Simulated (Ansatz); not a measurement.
Structure: an ordered 6-atom cell of AlGa2N3 on the zincblende lattice (I-4m2), at its r2SCAN minimum. The symmetry is I-4m2 (No. 119, tetragonal); conventional cell a = 3.153 Å, c = 13.341 Å, 11.05 Å³ an atom. Around Al lie 4 N at 1.90 Å; around N lie 2 Al at 1.90 Å and 2 Ga at 1.95 Å; around Ga lie 4 N at 1.94–1.95 Å; around N lie 4 Ga at 1.94 Å.

```
Al N Ga
1.0
    -1.57640    1.57640    6.67030
     1.57640   -1.57640    6.67030
     1.57640    1.57640   -6.67030
Al N Ga
1 3 2
Direct
  0.00000 0.00000 0.00000
  0.42115 0.92115 0.50000
  0.75000 0.25000 0.50000
  0.07885 0.57885 0.50000
  0.33519 0.33519 0.00000
  0.66481 0.66481 0.00000
```

The questions ask for values computed with Ansatz 0.2.0 on this geometry. Note: simulated data, non-magnetic, for a generated structure that need not be the stable one.

Given (12×12×12 mesh): With PBE the gap is 2.45 eV and direct, at Γ.

Task: Estimate the gap with PBE+SOC on 12×12×12.

Result: With PBE+SOC the gap is 2.45 eV and direct, at Γ. The gap differs by 0.00 eV from PBE's.

Task: What does r2SCAN give for the gap (12×12×12 mesh)?

Result: r2SCAN gives a direct gap of 2.93 eV at Γ. The gap differs by +0.48 eV from PBE's.

Task: How does the gap change from PBE to HSE06 (6×6×6)?

Result: The HSE06 gap is direct at Γ: 3.74 eV. The gap differs by +1.29 eV from PBE's.

Task: Roughly how does the cost of the PBE+SOC run (12×12×12) compare with r2SCAN's (12×12×12)?

Result: About 3 times as much (7 core-minutes against 2.3 core-minutes, on 4 threads of Arm Neoverse N1, with other jobs on the host).

Task: What do these levels agree on?

Result: r2SCAN covers 37 % of the step from PBE to HSE06, while HSE06 needs about 7 times r2SCAN's rough cost (on a coarser mesh). Spin-orbit coupling moves the least or the direct gap by up to 0.01 eV, so it can be left out where a tenth of an eV counts. All these functionals give a gap of the same kind, direct.

Only the levels marked +SOC include spin-orbit coupling.
